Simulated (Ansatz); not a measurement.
B2Ir, first-principles data

B2Ir:
```xyz
6
Lattice="3.0477 0.0000 0.0000 -1.5239 2.6394 0.0000 0.0000 0.0000 7.0064" Properties=species:S:1:pos:R:3 pbc="T T T"
Ir     1.5239     0.8798     5.2548
Ir     0.0000     1.7596     1.7516
B      1.5239     0.8798     3.0830
B      0.0000     1.7596     3.9234
B      0.0000     1.7596     6.5862
B      1.5239     0.8798     0.4202
```

Space group P6_3/mmc (No. 194); conventional cell a = 3.0477 Å, b = 3.0477 Å, c = 7.0064 Å, α = 90.00°, β = 90.00°, γ = 120.00°.

Method: the program Ansatz at the PBEsol level (PAW). The cell and atoms are relaxed at this level. Other levels are named where they apply.

**Cell and energy**

| Item | Value |
|---|---|
| Volume per atom | 9.39 Å³ |
| Density | 12.60 g/cm³ |
| Formation energy from the elements (no fitted shifts) | -8.0 kJ/mol of atoms |

**Electronic structure**

| Item | Value |
|---|---|
| Electronic character | metallic (no gap) |
| Density of states at the Fermi level | 0.39 states/eV per atom (mean over ±0.08 eV) |
| Gap with spin–orbit coupling | none (metallic) |

**Mechanics**

| Property | Value |
|---|---|
| Bulk modulus (Birch–Murnaghan fit) | 272 GPa |
| Pressure derivative B′ | 3.2 |
| Elastic constants (relaxed ions, GPa) | C11 = 330, C12 = 214, C13 = 261, C33 = 755, C44 = 137 |
| Mechanical stability | stable (all eigenvalues of C positive) |
| Hill bulk and shear moduli | 296 and 100 GPa |
| Young's modulus | 270 GPa |
| Poisson's ratio | 0.35 |
| Debye temperature from the elastic constants | 447 K |

**Phonons**

| Item | Value |
|---|---|
| Highest zone-centre frequency | 19.75 THz |
| Zone-centre stability | no imaginary mode at Γ |

The start of the workflow was typed in or built on a structure type; neither database checked (COD, Materials Project) lists it. Its standing as an ambient phase is unchecked. The PBEsol relaxation kept the symmetry of its start. The run is not spin-polarised. As this level gives no gap, shear constants depend on the k-mesh and smearing (Fermi–Dirac, 0.1 eV here). As this level gives no gap, phonon frequencies hold no LO–TO term and depend on the k-mesh and smearing (Fermi–Dirac, 0.1 eV here). On the denser mesh and wider smearing of the elastic run this cell carries a stress of 0.8 GPa. The references are the lowest solids computed at this level, not always the standard phases. Scalar-relativistic: spin–orbit coupling is off unless named, which matters more the heavier the elements.

Potentials: the earlier of the program's two PAW sets. The files were generated under PBE; for other functionals the program regenerates the frozen cores, and for LDA and PBEsol the local potential too.
